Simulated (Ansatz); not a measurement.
One crystal and one scan (energy against volume) at two levels, PBEsol (plane waves to 420 eV, PAW, scalar-relativistic; Ansatz, a first-principles code) and PBE (plane waves to 420 eV, PAW, scalar-relativistic; Ansatz), each from its own relaxed cell and on its own mesh. The cell shown is that of PBEsol.

LiBr (rock salt)

```yaml
crystal:
  lattice:
    - [0.00000, 2.70567, 2.70567]
    - [2.70567, 0.00000, 2.70567]
    - [2.70567, 2.70567, 0.00000]
  atoms:
    - { symbol: Br, position: [0.00000, 0.00000, 0.00000] }
    - { symbol: Li, position: [0.50000, 0.50000, 0.50000] }
```

E(V) scan at fixed shape, V₀ the volume above. Symmetry pins the atoms to their sites.

The energy includes the smearing's −TS. LiBr was relaxed with its symmetry unable to fall. Percentages come from the unrounded values. Both scans cover V/V₀ from 0.940 to 1.060.

Results of PBEsol:

- Lattice constant a (Å): 5.411
- Pressure at the smallest volume (GPa): 2.04
- Energy cost of the largest compression (meV/atom): 7.1
- Energy cost of the largest expansion (meV/atom): 5.8
- Bulk modulus B₀ (third-order Birch-Murnaghan fit) (GPa): 28.8
- Pressure for 5 % compression (fit) (GPa): 1.7

Task: What does PBE give for the same quantities?

Result: 
```
quantity                                                   PBE     PBEsol − PBE
-------------------------------------------------------  -----  ---------------
Lattice constant a (Å)                                   5.511  -0.100 (-1.8 %)
Pressure at the smallest volume (GPa)                     1.82    +0.22 (+12 %)
Energy cost of the largest compression (meV/atom)          6.7      +0.4 (+6 %)
Energy cost of the largest expansion (meV/atom)            5.5      +0.3 (+6 %)
Bulk modulus B₀ (third-order Birch-Murnaghan fit) (GPa)   25.7     +3.1 (+12 %)
Pressure for 5 % compression (fit) (GPa)                   1.5             +0.2
```

PBEsol gives the higher value for: pressure at the smallest volume; energy cost of the largest compression; energy cost of the largest expansion; bulk modulus B₀. PBEsol gives the lower value for: lattice constant a. For the lattice constant a the reference is 5.459 Å (measured at or taken to low temperature; as given in Klaus Doll, Hermann Stoll, Physical review. B, Condensed matter (1998), arXiv:cond-mat/9801031): within its tolerance of 0.3 % it doesn't tell which level is nearer. For the bulk modulus B₀ the reference is 26.3 GPa (measured at or taken to low temperature; as given in Klaus Doll, Hermann Stoll, Physical review. B, Condensed matter (1998), arXiv:cond-mat/9801031): PBE lies nearer. 

(Under strain, the slope of the energy per volume gives the stress and its curvature an elastic modulus.)
